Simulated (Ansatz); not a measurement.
## Elastic constants of PtS2: input and output

Computed with Ansatz 0.2.0, DFT PBEsol, scalar-relativistic, plane waves, PAW.

Launched with:
```bash
ansatz run input.yaml --threads 1 --pin off --max-ram 4096MiB --backend cpu --events-out ev --progress --plain --runs-dir out
```

Input (bare energies are in eV):
```yaml
crystal:
  lattice:
    - [3.5715569969, 0.0, 0.0]
    - [-1.7857784985, 3.0930590904, 0.0]
    - [0.0, 0.0, 4.767229828]
  atoms:
    - { symbol: Pt, position: [0.0, 0.0, 0.0] }
    - { symbol: S, position: [0.3333333333, 0.6666666667, 0.2510159166] }
    - { symbol: S, position: [0.6666666667, 0.3333333333, 0.7489840834] }
basis:
  ecutwfc: 420
kpoints:
  mp_grid: { grid: [12, 12, 8] }
hamiltonian:
  xc: pbesol
scf:
  occupations: { method: gaussian, width: 0.02 }
output:
  forces: true
  stress: true
  eigenvalues: true
elastic:
  mode: relaxed_ion
  stencil: two_point
```

From the output:
```
--- Elastic constants: 3 strain directions × 2 members + reference (group order 12) ---
  dense FFT box of the reference and of every strained cell: 24×24×32
  strains applied: 11, 33, 23; error gains: componentwise 1.00 (the most a stress slope's error grows in a printed constant), spectral 1.41 (1 for all six strains in a standard setting)
  reference relaxed by the batch: 3 steps; max|allowed force component| 4.44e-4 eV/Å at the deck's positions, 1.69e-8 at the last accepted step, 1.74e-8 by the solve of record
  largest displacement 3.5e-5 Å; the constants are those of the deck's cell at these positions:
  atoms:
    - { symbol: Pt, position: [-4.442664905203145e-37, -8.107576377797847e-38, -5.395950193004707e-37] }
    - { symbol: S, position: [0.3333333333333333, 0.6666666666666666, 0.25102329234781307] }
    - { symbol: S, position: [0.6666666666666666, 0.3333333333333333, 0.7489767076521872] }
  C = ∂σ_k/∂η_j (tension-positive GPa; Voigt order 11 22 33 23 13 12):
       222.538     64.616     23.840    -21.658      0.000     -0.000
        64.616    222.538     23.840     21.658     -0.000     -0.000
        23.835     23.835     19.915     -0.000      0.000     -0.000
       -21.661     21.661      0.000     37.660     -0.000     -0.000
         0.000     -0.000     -0.000     -0.000     37.660    -21.661
         0.000     -0.000      0.000     -0.000    -21.658     78.961
  reference stress σ⁰ (GPa):     -0.007     -0.007      0.003      0.000     -0.000      0.000
  C* (energy form; C + prestress term) asymmetry max|C*_kj − C*_jk| = 4.887e-3 GPa — a small one proves nothing (zero by symmetry where the batch's group is 432, −43m or m−3m); a large one is finite-difference/SCF noise where every solve ...
  moduli (Voigt/Reuss/Hill, GPa): K = 76.62/19.78/48.20   G = 54.37/25.85/40.11   E = 94.20   ν = 0.174
  mechanically stable: yes (min eigenvalue of sym C = 15.73 GPa)
  strain η (Voigt 11):  stress-route row diagonal C_11 = 222.54 GPa, energy-path curvature d²(F+E_count+ΔE)/dδ²/Ω₀ = 222.53 GPa
         δ    σ_11 (GPa) F (eV) n_scf n_hpsi n_pw
    -2.000e-3      -0.4533      -14154.8827878      12  119032   1044   relax 5 steps, max|allowed force component| 1.77e-5 eV/Å
     2.000e-3       0.4368      -14154.8827963      12  119009   1050   relax 3 steps, max|allowed force component| 1.45e-6 eV/Å
  strain η (Voigt 33):  stress-route row diagonal C_33 = 19.91 GPa, energy-path curvature d²(F+E_count+ΔE)/dδ²/Ω₀ = 19.92 GPa
         δ    σ_33 (GPa) F (eV) n_scf n_hpsi n_pw
    -2.000e-3      -0.0376      -14154.8829273      12   48769   1046   relax 3 steps, max|allowed force component| 1.31e-7 eV/Å
     2.000e-3       0.0421      -14154.8829212      12   48741   1050   relax 3 steps, max|allowed force component| 1.58e-7 eV/Å
  strain η (Voigt 23):  stress-route row diagonal C_44 = 37.66 GPa, energy-path curvature d²(F+E_count+ΔE)/dδ²/Ω₀ = 37.67 GPa
         δ    σ_23 (GPa) F (eV) n_scf n_hpsi n_pw
    -2.000e-3      -0.0757      -14154.8829133      12  119033   1047   relax 3 steps, max|allowed force component| 2.49e-5 eV/Å
     2.000e-3       0.0750      -14154.8829133      12  119012   1047   relax 3 steps, max|allowed force component| 7.17e-7 eV/Å
```

It took 5.1 min on 1 thread of Arm Neoverse V2, with other jobs on the host, peak memory 0.56 GiB.

The crystal is built of layers and no dispersion correction was added, so the binding between them is poorly described, and with it their spacing and whatever depends on it. Spin–orbit coupling is left out, which can shift energies with elements as heavy as these.